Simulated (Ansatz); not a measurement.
Level of theory: DFT PBE, scalar-relativistic, plane waves, PAW (Ansatz 0.2.0). All cells share a 420 eV cutoff and Γ-centred k meshes spaced at most about 0.3 Å⁻¹ (about 0.25 or finer for metals, 2π included). Collinear spin in cells that started with moments and kept them past the coarse steps, no spin elsewhere.

These are static total energies at zero pressure.

Two forms of Ni2Cl were relaxed alike.

A. (site moments Ni 0.6, 0.7 μB)

```xyz
3
Lattice="0.0000 2.8386 2.8386 2.8386 0.0000 2.8386 2.8386 2.8386 0.0000" Properties=species:S:1:pos:R:3 pbc="T T T"
Ni    1.4193    1.4193    1.4193
Ni    2.8386    2.8386    2.8386
Cl    0.0000    0.0000    0.0000
```

B. (site moments Ni -0.9 (×2); Cl -0.1 μB)

```xyz
3
Lattice="2.9485 0.0000 0.0000 -1.4743 2.5535 0.0000 0.0000 0.0000 5.8603" Properties=species:S:1:pos:R:3 pbc="T T T"
Ni    0.0000    1.7023    4.0650
Ni    0.0000    1.7023    1.7953
Cl    0.0000    0.0000    0.0000
```

Task: Which form is favoured at zero pressure, and by what margin per atom?

Result: B is lower, by 33 meV/atom. A has space group F-43m (No. 216), 15.2 Å³/atom and no gap on its mesh; B has space group P-6m2 (No. 187), 14.7 Å³/atom and no gap. Counting Cl atoms around Ni (those within 1.25 times the shortest such distance or 1.15 times the sum of covalent radii; the shortest distance is added where it is long for a bond; a slash parts the counts of unlike sites), A has Ni 4/6 from 2.8 Å and B has Ni 3. The denser one is the lower, and pressure would at first widen the difference. Even the lower one lies +0.57 eV/atom against the reference forms of the elements (uncorrected), so neither is stable at this level. In A, Ni on its first site has 4 Cl at 2.46 Å and 4 Ni at 2.46 Å; Ni on its second site is surrounded by 4 Ni at 2.46 Å and 6 Cl at 2.84 Å; around Cl lie 4 Ni at 2.46 Å and 6 Ni at 2.84 Å. In B, Ni is surrounded by 1 Ni at 2.27 Å, 3 Cl at 2.47 Å and 6 Ni at 2.95 Å; around Cl lie 6 Ni at 2.47 Å and 6 Cl at 2.95 Å. Both come from invented guesses. A third cell relaxed alike, in P-3m1, lies 0.33 eV/atom below the lower of the two.

No Hubbard U is applied to the 3d shell of Ni. Another magnetic order may lie lower. Cells relaxed within their symmetry can be saddle points.
